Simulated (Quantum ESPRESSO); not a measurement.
pw.x input (Quantum ESPRESSO 7.5; PBEsol, PseudoDojo standard norm-conserving files, scalar-relativistic):

```
&CONTROL
  calculation = 'scf'
  pseudo_dir = './pseudo'
  outdir = './out'
  tprnfor = .true.
  tstress = .true.
/
&SYSTEM
  ibrav = 0
  nat = 4
  ntyp = 2
  ecutwfc = 66.0
  ecutrho = 264.0
  occupations = 'smearing'
  smearing = 'fd'
  degauss = 0.002
  nbnd = 31
/
&ELECTRONS
  conv_thr = 4e-10
/
ATOMIC_SPECIES
S 32.0600 S.upf
Hg 200.5920 Hg.upf
CELL_PARAMETERS angstrom
  4.156375111469   0.000000000000   0.000000000000
 -2.078187555734   3.599526434189   0.000000000000
  0.000000000000   0.000000000000   6.777353042000
ATOMIC_POSITIONS crystal
S   0.666666667000   0.333333333000   0.875677731000
S   0.333333333667   0.666666666333   0.375677731000
Hg   0.666666667000   0.333333333000   0.499322269000
Hg   0.333333333667   0.666666666333   0.999322269000
K_POINTS automatic
9 9 4 0 0 0
```

End of the output:

```

[...]
     the Fermi energy is     8.0399 ev
!    total energy              =    -710.32958808 Ry
     estimated scf accuracy    <          9.8E-12 Ry
     smearing contrib. (-TS)   =      -0.00002479 Ry
     internal energy E=F+TS    =    -710.32956329 Ry
     The total energy is F=E-TS. E is the sum of the following terms:
     one-electron contribution =    -406.55027837 Ry
     hartree contribution      =     212.94714361 Ry
     xc contribution           =    -122.30951838 Ry
     ewald contribution        =    -394.41691015 Ry
     convergence has been achieved in   9 iterations
     Forces acting on atoms (cartesian axes, Ry/au):
     atom    1 type  1   force =     0.00000000    0.00000000    0.00027574
     atom    2 type  1   force =     0.00000000    0.00000000    0.00027574
     atom    3 type  2   force =     0.00000000    0.00000000   -0.00027574
     atom    4 type  2   force =     0.00000000    0.00000000   -0.00027574
     Total force =     0.000551     Total SCF correction =     0.000005
     Computing stress (Cartesian axis) and pressure
          total   stress  (Ry/bohr**3)                   (kbar)     P=       -0.38
  -0.00000375   0.00000000   0.00000000           -0.55        0.00        0.00
   0.00000000  -0.00000375   0.00000000            0.00       -0.55        0.00
  -0.00000000  -0.00000000  -0.00000019           -0.00       -0.00       -0.03
```

Spin-orbit coupling is not included.

Geometry relaxed with PBEsol.
